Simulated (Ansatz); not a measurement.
**Slab of rocksalt TiC (100), 4 layers**

The slab is cut from the rocksalt crystal, which needn't be the stable phase, as relaxed on PAW files (10.17 Å³/atom), with 16 Å of vacuum and a dipole correction:

```yaml
crystal:
  lattice:
    - [3.06370, 0.00000, 0.00000]
    - [0.00000, 3.06370, 0.00000]
    - [0.00000, 0.00000, 22.49910]
  atoms:
    - { symbol: Ti, position: [0.00000, 0.00000, 0.35557] }
    - { symbol: C, position: [0.50000, 0.50000, 0.35557] }
    - { symbol: Ti, position: [0.50000, 0.50000, 0.45186] }
    - { symbol: C, position: [0.00000, 0.00000, 0.45186] }
    - { symbol: Ti, position: [0.00000, 0.00000, 0.54814] }
    - { symbol: C, position: [0.50000, 0.50000, 0.54814] }
    - { symbol: Ti, position: [0.50000, 0.50000, 0.64443] }
    - { symbol: C, position: [0.00000, 0.00000, 0.64443] }
```

Computed with Ansatz 0.2.0; functional PBE, scalar-relativistic. Settings: a Γ-centred 13×13×1 k mesh, Fermi–Dirac smearing of 0.05 eV, no spin polarisation. Methods: LAPW: all electrons, basis error target 1 meV/atom; PAW: frozen-core files, cutoff 420 eV.

The bulk energy comes from a cell in the slab's orientation on a 13×13×10 mesh. The surface energy is (E(slab) − N·E(bulk))/2A at zero smearing, the mean of both faces; thin slabs carry quantum-size effects.

Task: As cut, the LAPW slab lies 2.111 eV above 8 atoms of bulk. What surface energy is that?

Result: Over two faces of 9.39 Å² it is 112.4 meV/Å², and times 16.02 J/m² per eV/Å² that gives γ = 1.801 J/m².

```tsv
method	γ as cut (J/m²)	γ relaxed (J/m²)	Φ as cut (eV)	Φ relaxed (eV)
LAPW	1.801	?	4.02	?
```

Task: Fill in "Φ relaxed (eV)" for the row "LAPW".

Result: 4.44.

Task: Give the missing entry: row "LAPW", column "γ relaxed (J/m²)".

Result: 1.664.

Task: How do the spacings between the planes relax (positions relaxed on PAW files)?

Result: From the bottom face up: d12 -0.6 % of 2.166 Å, d23 -0.8 % of 2.166 Å, d34 -0.6 % of 2.166 Å. The outer plane rumples by 0.121 Å.

Task: A field of 0.2 V/Å is applied along the normal, atoms held. What follows?

Result: LAPW finds an induced dipole of 0.0956 e·Å a cell (PAW 0.0956), that is 9.21 Å for 4πα over the area, against 6.58 Å between the outer atoms.

Task: In the relaxed 1×1 cell, replace the outer, then the middle Ti by V, which changes a whole layer. What shift does this Z+1 picture give?

Result: E(outer) − E(middle) = 0.00 eV by LAPW and 0.00 eV by PAW; a positive value puts the surface line at higher binding energy.
